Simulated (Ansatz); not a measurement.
Rb$_{2}$LiYBr$_{6}$:
```
Rb2LiYBr6
1.0
    0.00000     5.30124     5.30124
    5.30124     0.00000     5.30124
    5.30124     5.30124     0.00000
Rb Li Y Br
2 1 1 6
Cartesian
  7.95187   7.95187   7.95187
  2.65062   2.65062   2.65062
  5.30124   5.30124   5.30124
  0.00000   0.00000   0.00000
  2.71386   5.30124   5.30124
  7.88863   5.30124   5.30124
  5.30124   2.71386   5.30124
  5.30124   7.88863   5.30124
  5.30124   5.30124   2.71386
  5.30124   5.30124   7.88863
```

Relaxed with LDA. Special points in fractions of this cell's reciprocal vectors: Γ (0.000, 0.000, 0.000); X (0.500, 0.000, 0.500); U (0.625, 0.250, 0.625); K (0.375, 0.375, 0.750); L (0.500, 0.500, 0.500); W (0.500, 0.250, 0.750).

Problem. List the band energies nearest the valence-band maximum at these points for DFT-LDA in the program Ansatz with PAW potentials.

Solution. In eV from the valence-band maximum; about four levels below and three above (degenerate sets whole), none deeper than 8.9 eV; points with the same levels are listed once.

```json
[
 {"k": "Γ", "below": "-0.35 -0.35 -0.35 0.00 0.00 0.00", "above": "3.85 3.85 3.85"},
 {"k": "X", "below": "-1.13 -0.57 -0.57 -0.03", "above": "3.97 4.67 4.67"},
 {"k": "U", "below": "-0.92 -0.73 -0.52 -0.20", "above": "4.11 4.53 4.58"},
 {"k": "L", "below": "-0.47 -0.44 -0.35 -0.35", "above": "4.03 4.25 4.25"},
 {"k": "W", "below": "-0.93 -0.93 -0.77 -0.41 -0.41", "above": "4.31 4.31 4.67"}
]
```

Space group Fm-3m. The first step of the workflow began from a Materials Project structure, measured or hypothetical; the Crystallography Open Database copy checked does not list it. Its standing as an ambient phase is unchecked. The LDA relaxation kept the symmetry of its start; phonons on a q-mesh show weakly imaginary modes. No spin polarisation was allowed. Scalar-relativistic: spin–orbit coupling is off unless named, which matters more the heavier the elements.

Potentials: the later of the program's two PAW sets.
